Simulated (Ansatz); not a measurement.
Input file for Ansatz (a first-principles code):

Ansatz 0.2 input:
```yaml
crystal:
  lattice:
    - [3.001213924, 0.0, 0.0]
    - [-1.500606962, 2.5991275003, 0.0]
    - [0.0, 0.0, 3.3645999083]
  atoms:
    - { symbol: W, position: [0.0, 0.0, 0.0] }
    - { symbol: B, position: [0.3333333333, 0.6666666667, 0.5] }
    - { symbol: B, position: [0.6666666667, 0.3333333333, 0.5] }
kpoints:
  mp_grid: { grid: [11, 11, 9] }
  band_path:
    path:
      - [[0.0, 0.0, 0.0], [0.5, 0.0, 0.0], [0.3333333333, 0.3333333333, 0.0], [0.0, 0.0, 0.0], [0.0, 0.0, 0.5], [0.5, 0.0, 0.5], [0.3333333333, 0.3333333333, 0.5], [0.0, 0.0, 0.5]]  # Γ-M-K-Γ-A-L-H-A
      - [[0.5, 0.0, 0.5], [0.5, 0.0, 0.0]]  # L-M
      - [[0.3333333333, 0.3333333333, 0.5], [0.3333333333, 0.3333333333, 0.0]]  # H-K
    npoints: 8
hamiltonian:
  xc: r2scan
  pseudopotentials: { kind: paw }
magnetization: { noncollinear: true, spin_orbit: true }
scf:
  n_extra_bands: 12
  convergence: { dr2_threshold: 0.0000000001 }
  occupations: { method: gaussian, width: 0.05 }
output: { eigenvalues: true }
```

Output (shortened):

```
Pseudopotentials: kind: paw_fr
Pseudopotential: W, paw_fr, valence charge 14
Pseudopotential: B, paw_fr, valence charge 3
Functional definition: r2SCAN
non-collinear run that drives no moment, with spin-orbit …
Crystal: 3 atoms, lattice volume = 26.246 Å³
Basis set: ecut = 500 eV, 673 PW (Γ), exchange–correlation on 96×96×100 points (64 copies of the dense FFT grid, shifted against one another)
Bands: 32, of which v1, the nominal top of the filled ones, is band 20 counted from 1 (19 counted from 0)
Symmetry: 24 space group operations + 24 with time reversal
k-points: 80 of 1089
Projection manifold: j_resolved (fully-relativistic pseudo-atomic orbitals)
PAW frozen core: W, regenerated for the run's functional
PAW frozen core: B, regenerated for the run's functional
Initial density: superposition of atomic densities (chi_scale 0.1, normalization cell, long waves kept (reshape's long-wave potential 0.00 eV rms))
Initial wavefunctions: pseudopotential atomic-orbital guess
Eigensolver: davidson
Functional: x = r2scan, c = r2scan; τ floored in thin density (d = 2e-4 eV/Å³)
SCF iter   1: F=—  HF=-10687.791556 eV  |F-HF|=—  |Δ(HF+E_count)|=         —  Δρ=1.13e-1  dr2=6.49e0  dr2_τ=1.55e-1  dr2_m=0.00e0 (ungated)  ethr=3.10e-3  |M|=0.00e0 ∫|m|=0.00e0 μB  |m|>n=0.0e0 m-floor=0.0e0 τ_xc=0.0e0  β_m=0.30  ⟨swp⟩=5.7  Hψ=6430  notcnv=0  defer=24
all-band conjugate gradients solve this SCF's bands
preconditioner: auto → none
SCF iter   2: F=—  HF=-10686.876959 eV  |F-HF|=—  |Δ(HF+E_count)|=   9.15e-1  Δρ=7.27e-2  dr2=2.61e0  dr2_τ=1.09e-2  dr2_m=0.00e0 (ungated)  ethr=3.10e-3  |M|=0.00e0 ∫|m|=0.00e0 μB  |m|>n=0.0e0 m-floor=0.0e0 τ_xc=0.0e0  β_m=0.55  ⟨swp⟩=2.6  Hψ=2342  notcnv=0  defer=428
SCF iter   3: F=—  HF=-10686.264632 eV  |F-HF|=—  |Δ(HF+E_count)|=   6.12e-1  Δρ=8.24e-3  dr2=1.08e-2  dr2_τ=4.39e-4  dr2_m=0.00e0 (ungated)  ethr=3.10e-3  |M|=0.00e0 ∫|m|=0.00e0 μB  |m|>n=0.0e0 m-floor=0.0e0 τ_xc=0.0e0  β_m=0.67  ⟨swp⟩=3.8  Hψ=2439  notcnv=0  defer=428
SCF iter   4: F=—  HF=-10686.271736 eV  |F-HF|=—  |Δ(HF+E_count)|=   7.10e-3  Δρ=2.51e-3  dr2=1.65e-3  dr2_τ=5.31e-5  dr2_m=0.00e0 (ungated)  ethr=5.42e-5  |M|=0.00e0 ∫|m|=0.00e0 μB  |m|>n=0.0e0 m-floor=0.0e0 τ_xc=0.0e0  β_m=0.63  ⟨swp⟩=2.1  Hψ=2656  notcnv=0  defer=448
SCF iter   5: F=—  HF=-10686.271929 eV  |F-HF|=—  |Δ(HF+E_count)|=   1.92e-4  Δρ=7.41e-4  dr2=5.95e-5  dr2_τ=1.41e-6  dr2_m=0.00e0 (ungated)  ethr=8.25e-6  |M|=0.00e0 ∫|m|=0.00e0 μB  |m|>n=0.0e0 m-floor=0.0e0 τ_xc=0.0e0  β_m=0.81  ⟨swp⟩=2.1  Hψ=1508  notcnv=0  defer=448
SCF iter   6: F=—  HF=-10686.271995 eV  |F-HF|=—  |Δ(HF+E_count)|=   6.68e-5  Δρ=1.57e-4  dr2=6.56e-6  dr2_τ=2.22e-7  dr2_m=0.00e0 (ungated)  ethr=2.97e-7  |M|=0.00e0 ∫|m|=0.00e0 μB  |m|>n=0.0e0 m-floor=0.0e0 τ_xc=0.0e0  β_m=0.76  ⟨swp⟩=2.0  Hψ=1628  notcnv=0  defer=448
SCF iter   7: F=—  HF=-10686.271996 eV  |F-HF|=—  |Δ(HF+E_count)|=   2.77e-7  Δρ=3.81e-5  dr2=2.99e-7  dr2_τ=8.55e-9  dr2_m=0.00e0 (ungated)  ethr=3.28e-8  |M|=0.00e0 ∫|m|=0.00e0 μB  |m|>n=0.0e0 m-floor=0.0e0 τ_xc=0.0e0  β_m=0.83  ⟨swp⟩=2.1  Hψ=1582  notcnv=0  defer=448
SCF iter   8: F=—  HF=-10686.271996 eV  |F-HF|=—  |Δ(HF+E_count)|=   5.43e-7  Δρ=6.87e-6  dr2=1.46e-8  dr2_τ=2.56e-10  dr2_m=0.00e0 (ungated)  ethr=1.50e-9  |M|=0.00e0 ∫|m|=0.00e0 μB  |m|>n=0.0e0 m-floor=0.0e0 τ_xc=0.0e0  β_m=0.90  ⟨swp⟩=2.2  Hψ=1760  notcnv=0  defer=448
SCF iter  10: F=-10686.271996 eV  HF=-10686.271996 eV  |F-HF|=1.82e-12  |Δ(HF+E_count)|=  3.02e-10  Δρ=1.70e-7  dr2=1.00e-11  dr2_τ=2.03e-13  dr2_m=0.00e0 (ungated)  ethr=1.00e-12  |M|=0.00e0 ∫|m|=0.00e0 μB  |m|>n=0.0e0 m-floor=0.0e0 τ_xc=0.0e0  ⟨swp⟩=10.0  Hψ=5365  notcnv=0
SCF 1 converged in 10 iterations: F = -10686.271996 eV  dr2 = 1.00e-11
NSCF: frozen V_eff on 75 k-points
SCF converged after 10 iterations
Magnetization: |M| = 0.0000 μB,  M = (+0.0000, +0.0000, +0.0000) μB
Absolute magnetization: 0.0000 μB (∫|m|)
  site 0: m = (+0.0000, +0.0000, +0.0000) μB, |m| = 0.0000 μB  (R = 1.00 Å)
  site 1: m = (+0.0000, +0.0000, +0.0000) μB, |m| = 0.0000 μB  (R = 0.71 Å)
  site 2: m = (+0.0000, +0.0000, +0.0000) μB, |m| = 0.0000 μB  (R = 0.71 Å)
Free energy (F): -10686.271996 eV
Harris-Foulkes:  -10686.271996 eV  (|F-HF|=1.82e-12)
Internal energy: -10686.270087 eV  (E = F + TS)
E sigma→0 (E₀):  -10686.271042 eV
Entropy (-TS):   -0.001910 eV (-0.637 meV/atom)
Fermi energy:    20.636256 eV
--- Per-component energies (eV) ---
  E_band       = -70.686549
  E_kinetic    = 557.013213
  E_local      = -691.192352  (includes V_loc(G=0)·N_el)
  E_nonlocal   = 18.177576
  E_hartree    = 256.237812
  E_xc         = -314.199346
  E_vxc        = -346.427823  (∫ρ·V_xc dr)
  E_paw        = -8725.633162  (= ΣΔE_a)
  E_vpaw       = -138.332575  (= ΣTr[D̂ρ^β])
  E_aug_tail   = -0.000052  (compensation charges beyond the density's cutoff)
  E_vtau       = 17.599776  (kinetic-family band-sum trace: ∫τ·v_τ [+ j·A + Jᵃ·Aᵃ] dr)
  E_ewald      = -1786.026852
  E_core_change = -0.646924  (= ΣΔE_core)
  E_smearing   = -0.001910  (= −TS)
  E_closure    =  0.000000  (closes the sum)
  Σ components = -10686.271996   (vs F -10686.271996, Δ=0.00e0)
  [band-id]    e_kinetic+e_local+e_nonlocal+2·e_hartree+e_vxc+e_vpaw+e_augmentation_tail+e_vtau = -70.686611   (vs E_band -70.686549, Δ=-6.29e-5)
--- Band table (eV; the first three rows and the last of 80) ---
  k-point 0: bands = ["-56.1480", "-56.1480", "-26.8294", "-26.8294", "-17.2329", "-17.2329", "-16.9220", "-16.9220", "3.8204", "3.8204", "14.6840", "14.6840", "15.5113", "15.5113", "15.7602", "15.7602", "15.8847", "15.8847", "21.0927", "21.0927", "21.4284", "21.4284", "23.0279", "23.0279", "23.4065", "23.4065", "25.0005", "25.0005", "25.2969", "25.2969", "25.9908", "25.9908"]
  k-point 1: bands = ["-56.1474", "-56.1474", "-26.8325", "-26.8325", "-17.2513", "-17.2513", "-16.9199", "-16.9199", "4.0251", "4.0251", "13.7164", "13.7164", "15.6553", "15.6553", "15.9066", "15.9066", "16.6949", "16.6949", "20.5178", "20.5178", "20.8143", "20.8143", "22.5978", "22.5978", "22.9741", "22.9741", "25.9091", "25.9091", "25.9520", "25.9520", "26.2608", "26.2608"]
  k-point 2: bands = ["-56.1460", "-56.1460", "-26.8404", "-26.8404", "-17.2973", "-17.2973", "-16.9145", "-16.9145", "4.6082", "4.6082", "12.2254", "12.2254", "16.0830", "16.0830", "16.3422", "16.3422", "17.7872", "17.7872", "19.5759", "19.5759", "19.7962", "19.7962", "21.5558", "21.5558", "21.8983", "21.8983", "25.8567", "25.8567", "27.8344", "27.8344", "28.2394", "28.2394"]
  k-point 79: bands = ["-56.0958", "-56.0958", "-26.9933", "-26.9933", "-17.4796", "-17.4796", "-17.3928", "-17.3928", "8.6837", "8.6837", "9.6034", "9.6034", "12.7975", "12.7975", "14.6748", "14.6748", "15.1519", "15.1519", "21.7765", "21.7765", "24.2327", "24.2327", "24.4960", "24.4960", "24.7433", "24.7433", "25.6627", "25.6627", "26.2867", "26.2867", "29.6821", "29.6821"]
  band table: 32 of 32 bands, residual norms ≤ 1.0e-3 eV
```

Cost: roughly 40 core-seconds on shared cores.

Space group P6/mmm. The workflow started from an entry of the Crystallography Open Database (COD), which files this formula under 2 space groups. Its standing as an ambient phase is unchecked. Symmetry was held in the r²SCAN relaxation; whether a distortion lowers the energy is not shown. The run is not spin-polarised.

Potentials: the later of the program's two PAW sets.

Ansatz is a plane-wave DFT program.
